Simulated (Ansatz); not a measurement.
CaO:
Space group Fm-3m (No. 225); a = b = c = 4.708 Å, α = β = γ = 90.00°

| atom | site | symmetry | x | y | z |
|---|---|---|---|---|---|
| Ca | 4a | m-3m | 0.0000 | 0.0000 | 0.0000 |
| O | 4b | m-3m | 0.5000 | 0.5000 | 0.5000 |
(The calculation used a cell of 2 atoms; values per cell refer to that cell.)

Relaxed with LDA.

### Question
Decompose the optical modes at the zone centre into irreducible representations, and say which are infrared and Raman allowed.

### Answer
Point group m-3m: Γ_opt = T1u. Infrared: T1u. Raman: none.

### Question
Assign frequencies (DFPT, LDA in the plane-wave PAW code Ansatz; without the LO–TO term).

### Answer
T1u 290 cm⁻¹.

Symmetry was held in the LDA relaxation; phonons on a q-mesh show no instability.

Potentials: the later of the program's two PAW sets.
